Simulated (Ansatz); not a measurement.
**Varying the input for ScNb**

The reference input for Ansatz (plane-wave DFT with PAW):

```yaml
crystal:
  lattice:
    - [3.0656443612, 0.0, 0.0]
    - [-1.5328221806, 2.6549258957, 0.0]
    - [0.0, 0.0, 5.072194]
  atoms:
    - { symbol: Sc, position: [0.0, 0.0, 0.0] }
    - { symbol: Nb, position: [0.33333333, 0.66666667, 0.5] }
basis:
  ecutwfc: 420
kpoints:
  mp_grid: { grid: [6, 6, 4] }
hamiltonian:
  xc: pbe
scf:
  occupations: { method: gaussian, width: 0.1 }
output:
  forces: true
  stress: true
  eigenvalues: true
```

Command:

```bash
ansatz run input.yaml --threads 1 --pin off --max-ram 1331MiB --backend cpu --events-out ev --progress --plain --runs-dir out
```

The run converges in 7 SCF iterations on 21 irreducible k-points: pressure -0.40 GPa, no gap.

These settings were drawn at random to show what each does; none of the numbers is a converged property of the crystal. Each trial's input is given as a difference from the reference's; energies are extrapolated to zero smearing where there is one, and pressure is positive in compression. Charged cells sit in a uniform background, and their pressures hang on that convention.

Trial 1 (origin moved):

```diff
 crystal:
   atoms:
-    - { symbol: Sc, position: [0.0, 0.0, 0.0] }
-    - { symbol: Nb, position: [0.33333333, 0.66666667, 0.5] }
+    - { symbol: Sc, position: [0.157, 0.845, 0.531] }
+    - { symbol: Nb, position: [0.4903333333, 1.5116666667, 1.031] }
 basis:
-  ecutwfc: 420
+  ecutwfc: 230
 kpoints:
-  mp_grid: { grid: [6, 6, 4] }
+  mp_grid: { grid: [3, 3, 2] }
 hamiltonian:
-  xc: pbe
+  xc: lda
 scf:
+  mixing: { preconditioner: kerker }
+  initial_density: { chi_scale: 0, normalization: atom }
+  convergence: { dr2_threshold: "1e-9 eV" }
+  max_iter: 85
```

The run converges in 9 SCF iterations on 6 irreducible k-points: pressure -9.77 GPa (unreliable at so low a cutoff), no gap. It warns that the cutoff lies under the recommended one, 420 eV for these potentials; that the SCF threshold is loose for the stress.

Trial 2:

```diff
+total_charge: 0.1
 basis:
-  ecutwfc: 420
+  ecutwfc: "41 Ry"
 kpoints:
-  mp_grid: { grid: [6, 6, 4] }
+  mp_grid: { grid: [2, 3, 2], shift: [0, 0, 0.5] }
```

The run converges in 7 SCF iterations on 4 irreducible k-points: pressure 0.11 GPa (with the neutralising background of the charged cell), largest force 0.297 eV/Å, no gap. It warns that the mesh lowers the symmetry.

Trial 3:

```diff
 kpoints:
+  band_path: { path: [[0, 0, 0], [0.5, 0, 0], [0.5, 0.5, 0.5]], npoints: 8 }
 hamiltonian:
-  xc: pbe
+  xc: revpbe
```

The run converges in 6 SCF iterations on 21 irreducible k-points: pressure 1.50 GPa, no gap.

Trial 4 (origin moved):

```diff
 crystal:
   atoms:
-    - { symbol: Sc, position: [0.0, 0.0, 0.0] }
-    - { symbol: Nb, position: [0.33333333, 0.66666667, 0.5] }
+    - { symbol: Sc, position: [0.306, 0.586, 0.834] }
+    - { symbol: Nb, position: [0.6393333333, 1.2526666667, 1.334] }
+  symmetry: { detect: false }
-basis:
-  ecutwfc: 420
+basis: {}
 kpoints:
-  mp_grid: { grid: [6, 6, 4] }
+  mp_grid: { grid: [2, 1, 4] }
 hamiltonian:
-  xc: pbe
+  xc: blyp
 scf:
+  convergence: { dr2_threshold: "1e-8 eV" }
```

The run converges in 13 SCF iterations on 6 irreducible k-points: pressure 8.65 GPa, largest force 0.594 eV/Å, no gap. It warns that the SCF threshold is loose for the stress. Forces of BLYP on these PAW sets can be off by 10 %.

Trial 5 (volume scaled):

```diff
 crystal:
   lattice:
-    - [3.0656443612, 0.0, 0.0]
-    - [-1.5328221806, 2.6549258957, 0.0]
-    - [0.0, 0.0, 5.072194]
+    - [3.3285756241, 0.0, 0.0]
+    - [-1.664287812, 2.8826310489, 0.0]
+    - [0.0, 0.0, 5.5072210994]
 hamiltonian:
-  xc: pbe
+  xc: revpbe
 scf:
-  occupations: { method: gaussian, width: 0.1 }
+  occupations: { method: tetrahedron }
+  max_iter: 30
+  convergence: { dr2_threshold: "1e-7 eV" }
 output:
+  populations: true
```

The run converges in 7 SCF iterations on 21 irreducible k-points: pressure -14.64 GPa, no gap. It warns that the printed bands weren't solved further after the SCF; that the SCF threshold is loose for the stress; that forces and stress under tetrahedra may miss the energy's slope.

Trial 6:

```diff
 hamiltonian:
-  xc: pbe
+  xc: rpbe
```

The run converges in 6 SCF iterations on 21 irreducible k-points: pressure 2.21 GPa, no gap.

Trial 7:

```diff
 kpoints:
-  mp_grid: { grid: [6, 6, 4] }
+  mp_grid: { grid: [3, 3, 2] }
 hamiltonian:
+  hubbard: { sites: [{ species: Nb, l: d, u: 4.6, j: 0.64 }] }
 scf:
-  occupations: { method: gaussian, width: 0.1 }
+  occupations: { method: fermi_dirac, width: "600 K" }
+  mixing: { preconditioner: local_kerker }
+  initial_density: { chi_scale: 0, normalization: atom }
+  max_iter: 79
```

The run converges in 11 SCF iterations on 6 irreducible k-points: pressure -1.02 GPa, no gap. It warns that the count of filled bands differs between k-points. Under a U the state reached may not be the lowest.

Trial 8:

```diff
 crystal:
   atoms:
-    - { symbol: Sc, position: [0.0, 0.0, 0.0] }
-    - { symbol: Nb, position: [0.33333333, 0.66666667, 0.5] }
+    - { symbol: Sc, position: [0.0, 0.0, 0.0], spin: -3.0 }
+    - { symbol: Nb, position: [0.3333333333, 0.6666666667, 0.5], spin: 3.0 }
 kpoints:
-  mp_grid: { grid: [6, 6, 4] }
+  mp_grid: { grid: [3, 3, 1] }
 scf:
+  lower_state_search: "off"
+  max_iter: 20
 output:
+  populations: true
+magnetization:
+  spin_polarized: true
```

The run converges in 16 SCF iterations on 3 irreducible k-points: energy 235 meV per atom below the reference, pressure -1.47 GPa, gap on the sampled k-points 0.85 eV (the reference is a metal, so it comes from the sampling or the changed settings), cell moment 0.00 μB. It warns that the count of filled bands differs between k-points; that the starting moments were lost.

Trial 9 (volume scaled):

```diff
 crystal:
   lattice:
-    - [3.0656443612, 0.0, 0.0]
-    - [-1.5328221806, 2.6549258957, 0.0]
-    - [0.0, 0.0, 5.072194]
+    - [3.3198847865, 0.0, 0.0]
+    - [-1.6599423933, 2.8751045628, 0.0]
+    - [0.0, 0.0, 5.4928418666]
+total_charge: 0.5
 basis:
-  ecutwfc: 420
+  ecutwfc: 500
 kpoints:
-  mp_grid: { grid: [6, 6, 4] }
+  mp_grid: { grid: [3, 3, 1] }
 hamiltonian:
-  xc: pbe
+  xc: r2scan
 scf:
-  occupations: { method: gaussian, width: 0.1 }
+  occupations: { method: cold, width: 0.62 }
+  max_iter: 80
+  convergence: { dr2_threshold: "1e-7 eV" }
 output:
-  eigenvalues: true
+  eigenvalues: false
```

The run converges in 9 SCF iterations on 3 irreducible k-points: pressure -13.06 GPa (with the neutralising background of the charged cell). It warns that the SCF threshold is loose for the stress.

Trial 10:

```diff
+total_charge: 1
 basis:
-  ecutwfc: 420
+  ecutwfc: 370
 scf:
+  max_iter: 100
```

The run converges in 9 SCF iterations on 21 irreducible k-points: pressure 21.86 GPa (with the neutralising background of the charged cell), no gap. It warns that the cutoff lies under the recommended one, 420 eV for these potentials.